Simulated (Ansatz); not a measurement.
BaF₂ (fluorite)

```xyz
3
Lattice="0.0000 3.1232 3.1232 3.1232 0.0000 3.1232 3.1232 3.1232 0.0000" Properties=species:S:1:pos:R:3 pbc="T T T"
Ba     0.0000     0.0000     0.0000
F      1.5616     1.5616     1.5616
F      4.6848     4.6848     4.6848
```

The slice is a {110} plane (indices of the conventional cell) through the point (0.000, 0.000, 0.000) (fractional), spanned by u = [100] and v = [1 -1 -1] in vectors of this cell: u (4.42 Å) and v (6.25 Å, at 90° to u). It covers one period; positions are fractions (u, v).

Calculation: PBE (plane waves to 420 eV, PAW, scalar-relativistic; Ansatz, a quantum-chemistry and plane-wave program). k mesh 9×9×9. These are valence fields of a PAW run, semicore shells included where kept as valence: close to a nucleus they are smooth pseudo fields. BaF2 was relaxed with its symmetry unable to fall.

Question: What is the valence density on the shortest Ba–F line in this plane (2.70 Å), at its minimum between the atoms?

Answer: 0.19 e/Å³.

Question: What is the ELF at the density minimum of the shortest Ba–F line in this plane (2.70 Å)?

Answer: 0.1.

Question: Sketch the valence electron density on this plane as a map.

Answer: 
```
|5566777777666655443333333333334455666677777766|
|6677777777665555444444444444444455556677777777|
|7777777766665544445555555555554444556666777777|
|7777776666555555555566666666555555555566667777|
|6666666655555555666677777777666655555555666666|
|5555555544445555667788999988776655554444555555|
|4444444444445566778899999999887766554444444444|
|3333333333445566778899999999887766554433333333|
|3333333333445566778899999999887766554433333333|
|2222222233334455667788999988776655443333222222|
|1111112222334455666677777777666655443322221111|
|1111111122333344555566666666555544333322111111|
|0000111122223333444455555555444433332222111100|
|0000001111222233334444444444443333222211110000|
|0000000011112222333333333333333322221111000000|
|0000000011112222223333333333332222221111000000|
|0000000011112222333333333333333322221111000000|
|0000001111222233334444444444443333222211110000|
|0000111122223333444455555555444433332222111100|
|1111111122333344555566666666555544333322111111|
|1111112222334455666677777777666655443322221111|
|2222222233334455667788999988776655443333222222|
|3333333333445566778899999999887766554433333333|
|3333333333445566778899999999887766554433333333|
|4444444444445566778899999999887766554444444444|
|5555555544445555667788999988776655554444555555|
|6666666655555555666677777777666655555555666666|
|7777776666555555555566666666555555555566667777|
|7777777766665544445555555555554444556666777777|
|6677777777665555444444444444444455556677777777|
|5566777777666655443333333333334455666677777766|
|5555667777666655443333333333334455666677776655|
```
Scale: ten equal steps from -2.66 (start of '0') to 1.13 (end of '9'), in the order '0123456789'. Values: log₁₀ of the valence density in e/Å³. The map has 23 points along u (two characters each, u = 0 at the left) and 32 along v (v = 0 in the bottom row). The scale is logarithmic, as a density can span decades between atoms and voids.
